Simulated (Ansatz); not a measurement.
Al2Cu (Al2Cu type, space group I4/mcm)

```xyz
6
Lattice="-3.0297 3.0297 2.4370 3.0297 -3.0297 2.4370 3.0297 3.0297 -2.4370" Properties=species:S:1:pos:R:3 pbc="T T T"
Al     0.9591     3.9888     0.0000
Al     0.9591     2.0706     2.4370
Al     2.0706     0.9591     0.0000
Al     2.0706    -0.9591     2.4370
Cu     0.0000     0.0000     1.2185
Cu     0.0000     0.0000     3.6555
```

Scan: atom 1 (Al, nearest neighbour Cu at 2.587 Å; its periodic images, 4.9 Å or more away, move with it) is displaced towards the nearest neighbour, direction (-0.371, 0.800, -0.471) in Cartesian axes, by s. The other atoms stay.

The numbers are results of PBE (plane waves to 420 eV, PAW, scalar-relativistic; Ansatz, a first-principles code), not measurements. k mesh 10×10×10 (Γ-centred), Fermi-Dirac smearing 0.05 eV. E stands for the smeared free energy. With partly filled bands, energies and forces of such displacements shift with the k mesh and the smearing. Al2Cu is run without spin polarisation. Al2Cu was relaxed with its symmetry unable to fall. The PAW data are Ansatz's earlier set. ΔE is measured from the undisplaced structure.

### Question
Estimate the ΔE (eV/cell) for s (Å) = -0.260, -0.208, -0.156, -0.052, 0.052, 0.156.

### Answer
```tsv
s (Å)	ΔE (eV/cell)
-0.260	0.175
-0.208	0.112
-0.156	0.064
-0.052	0.007
0.052	0.007
0.156	0.070
```

(For displaced atoms, the force is minus the slope of the energy, and its curvature is a force constant, which sets phonon frequencies.)
